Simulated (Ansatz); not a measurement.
Ga2O3:
```
Ga2O3
1.0
    6.06758     1.50788     0.00000
   -6.06758     1.50788     0.00000
   -1.36652     0.00000     5.58648
Ga O
4 6
Direct
  0.90931   0.09069   0.70495
  0.09069   0.90931   0.29505
  0.65889   0.34111   0.81429
  0.34111   0.65889   0.18571
  0.82692   0.17308   0.93780
  0.17308   0.82692   0.06220
  0.83432   0.16568   0.39066
  0.16568   0.83432   0.60934
  0.49643   0.50357   0.75580
  0.50357   0.49643   0.24420
```

Cartesian axes are those of the cell as given.

Problem. Give the high-frequency dielectric tensor and the Born effective charge tensors of the independent atoms from DFPT, LDA (plane waves, PAW; program Ansatz).

Solution. 
ε∞:
```
4.01  0.00  0.00
0.00  4.11  0.00
0.00  0.00  4.11
```
Z* of atom 1 (Ga), rows: field, columns: displacement, in e:
```
 2.74   0.00  -0.26
 0.00   2.87   0.00
-0.15   0.00   3.04
```
Z* of atom 3 (Ga), rows: field, columns: displacement, in e:
```
3.22  0.00  0.32
0.00  3.43  0.00
0.17  0.00  3.11
```
Z* of atom 5 (O), rows: field, columns: displacement, in e:
```
-2.22   0.00   0.20
 0.00  -1.96   0.00
 0.23   0.00  -2.29
```
Z* of atom 7 (O), rows: field, columns: displacement, in e:
```
-1.46   0.00  -0.06
 0.00  -2.09   0.00
-0.03   0.00  -2.48
```
Z* of atom 9 (O), rows: field, columns: displacement, in e:
```
-2.27   0.00  -0.21
 0.00  -2.25   0.00
-0.23   0.00  -1.39
```

Space group C2/m. The cell was relaxed with LDA under the symmetry of its start. Scalar-relativistic: spin–orbit coupling is off unless named, which matters more the heavier the elements.

Potentials: the later of the program's two PAW sets.
